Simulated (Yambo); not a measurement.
Optical response of Ti

```
Ti
1.0
    2.93573     0.00000     0.00000
   -1.46787     2.54242     0.00000
    0.00000     0.00000     4.64086
Ti
2
Direct
  0.33333   0.66667   0.25000
  0.66667   0.33333   0.75000
```

Yambo, RPA with local fields on LDA bands; 18×18×10 mesh, 52 bands, 4 Ry local-field block, 0.25 eV broadening; field along z.

```
E (eV)  Im ε  Im ε, independent particles
------  ----  ---------------------------
0.6     56.9                         57.6
1.0     46.5                         45.8
1.4     43.7                         45.3
1.8     30.8                         31.4
2.1     22.0                         22.3
2.5     18.9                         19.2
2.9     17.9                         18.3
3.2     17.2                         17.4
3.6     15.4                         15.6
4.0     13.2                         13.3
4.4     9.49                         9.46
4.8     6.54                         6.48
5.1     4.61                         4.60
5.5     3.70                         3.72
5.9     3.63                         3.70
6.2     4.86                         4.97
6.6     4.37                         4.40
7.0     3.01                         3.02
7.4     2.07                         2.07
7.8     1.57                         1.58
8.1     1.29                         1.30
8.5     1.41                         1.41
8.9     1.75                         1.75
9.2     2.20                         2.20
9.6     2.20                         2.17
10.0    2.03                         2.00
10.4    1.89                         1.86
10.8    2.00                         1.97
11.1    2.16                         2.11
11.5    1.93                         1.85
11.9    1.57                         1.48
12.2    1.29                         1.21
12.6    1.00                         0.95
13.0    0.82                         0.79
13.4    0.87                         0.82
13.8    0.77                         0.75
14.1    0.79                         0.79
14.5    0.74                         0.75
14.9    0.78                         0.77
15.2    0.74                         0.73
15.6    0.79                         0.77
16.0    0.73                         0.73
16.4    0.58                         0.57
16.8    0.48                         0.47
17.1    0.47                         0.44
17.5    0.46                         0.41
17.9    0.40                         0.37
18.2    0.34                         0.32
18.6    0.33                         0.30
19.0    0.32                         0.29
19.4    0.27                         0.24
19.8    0.25                         0.24
```

Only interband transitions are included: the Drude term is missing, so nothing below about 0.6 eV and no real part is shown. Peak heights and small wiggles depend on the k mesh.

Geometry of the Materials Project entry, not relaxed at this level.
